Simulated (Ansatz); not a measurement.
LaH3:
```xyz
4
Lattice="0.0000 2.7865 2.7865 2.7865 0.0000 2.7865 2.7865 2.7865 0.0000" Properties=species:S:1:pos:R:3 pbc="T T T"
La     0.0000     0.0000     0.0000
H      2.7865     2.7865     2.7865
H      4.1797     4.1797     4.1797
H      1.3932     1.3932     1.3932
```

DFT-r²SCAN in the program Ansatz with PAW potentials gives a gap of 0.15 eV without spin–orbit coupling, maximum at Γ, minimum at L.

Question: What happens when spin–orbit coupling is switched on?

Answer: The gap decreases by 0.06 eV, to 0.09 eV; maximum at Γ, minimum at L.

Question: Give the electron effective mass with spin–orbit coupling.

Answer: 0.30, 0.30, 1.9 mₑ (principal values).

Question: Give the hole effective mass with spin–orbit coupling.

Answer: 0.23 mₑ (isotropic).

Question: Give the Z2 indices of the occupied bands with spin–orbit coupling.

Answer: 0;(000).

Space group Fm-3m. The first step of the workflow began from a Materials Project structure, measured or hypothetical; the Crystallography Open Database copy checked does not list it. Whether it is the stable phase at ambient conditions was not checked. The r²SCAN relaxation kept the symmetry of its start. At this level the phase is dynamically unstable (imaginary phonons).

Potentials: the later of the program's two PAW sets.
